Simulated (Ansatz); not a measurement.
Input and command of a plane-wave DFT calculation in Ansatz:

```yaml
crystal:
  lattice:
    - [-1.5604706012, 1.5604706012, 1.4668423651]
    - [1.5604706012, -1.5604706012, 1.4668423651]
    - [1.5604706012, 1.5604706012, -1.4668423651]
  atoms:
    - { symbol: Pt, position: [0.0, 0.0, 0.0] }
basis:
  ecutwfc: 420
kpoints:
  mp_grid: { grid: [26, 26, 26] }
hamiltonian:
  xc: pbesol
scf:
  occupations: { method: gaussian, width: 0.15 }
output:
  forces: true
  stress: true
  eigenvalues: true
```

```bash
ansatz run input.yaml --threads 1 --pin off --max-ram 2560MiB --backend cpu --events-out ev --progress --plain --runs-dir out
```

Processor: Arm Neoverse V1, 1 thread, on a host shared with other jobs.

Task: How long does it run, and how much memory does it take?

Result: About 13 s on 1 thread of Arm Neoverse V1, with other jobs on the host, peak memory 0.5 GiB. It solves 13 bands at 1330 k points (the mesh reduced by the symmetry that the task leaves, which can be less than the crystal's) with about 297 plane waves, in 6 SCF iterations.
